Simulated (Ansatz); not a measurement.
According to the program Ansatz at the r²SCAN level (PAW), PtC in the hexagonal phase (P-6m2; Pt on 1a, C on 1d) relaxes to a = 3.004 Å, c = 2.864 Å. C has 6 nearest neighbours from 2.25 Å (trigonal prismatic). Against the elements it lies at 1.57 eV/atom, with no fitted shifts.

Electronic character: metallic (no gap). Gap from r²SCAN with spin–orbit coupling: none (metallic).

An equation-of-state fit gives a bulk modulus of 259 GPa.

The start of the workflow was typed in or built on a structure type; neither database checked (COD, Materials Project) lists it. Whether it is the stable phase at ambient conditions was not checked. The cell was relaxed with r²SCAN under the symmetry of its start; its stability against distortions is not shown here. No spin polarisation was allowed. Its formation energy is positive at this level, so the cell may be metastable or incomplete. The references are the lowest solids computed at this level, not always the standard phases. Spin–orbit coupling is left out wherever it is not named.

Potentials: the earlier of the program's two PAW sets.
